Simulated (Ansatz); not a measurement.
A geometry of Ga2O3 away from equilibrium: step 2 of the relaxation of a relaxed Ga2O3 cell displaced along its unstable phonon at q = (½, ½, 0) of its primitive reciprocal cell (167i cm⁻¹), largest move 0.15 Å. Calculation: PBEsol (plane waves to 420 eV, PAW, scalar-relativistic; Ansatz, an electronic-structure program). Γ-centred k-mesh 6×6×6 on the run's cell (coarser than for final values), Fermi–Dirac smearing 0.05 eV.

```
Ga2O3
1.0
    4.85265     2.81378     4.95078
    0.00000     2.81378     4.95078
    0.00000    -2.80922     2.47278
O Ga
6 4
Direct
  0.69898   0.78189   0.47581
  0.19898   0.82014   0.52419
  0.14936   0.22215   0.81861
  0.65078   0.17828   0.78092
  0.15078   0.52016   0.21908
  0.64936   0.47912   0.18139
  0.99208   0.30571   0.29831
  0.50879   0.28414   0.29172
  0.00879   0.69828   0.70828
  0.49208   0.71013   0.70169
```

Which atoms carry the largest force, and which way does it point?

0.39 eV/Å, on Ga8, Ga9 (atoms numbered as listed); on Ga9 its components are (0.24, 0.00, 0.31).

What is the pressure?

+0.3 GPa, compression positive.

How far above the relaxed end point is this geometry?

0.19 eV/atom; the path ends in C2 (No. 5).

No spin polarisation in the result.

The run could not lose the symmetry of its start: the end is stationary, and may be a saddle point rather than a minimum.

The end of the path is a generated cell of Ga2O3: the first start was made by placing the elements on the sites of a structure type, and the end was not matched to a known phase here, so it may be hypothetical. Known forms of Ga2O3 include space group No. 12, 167.
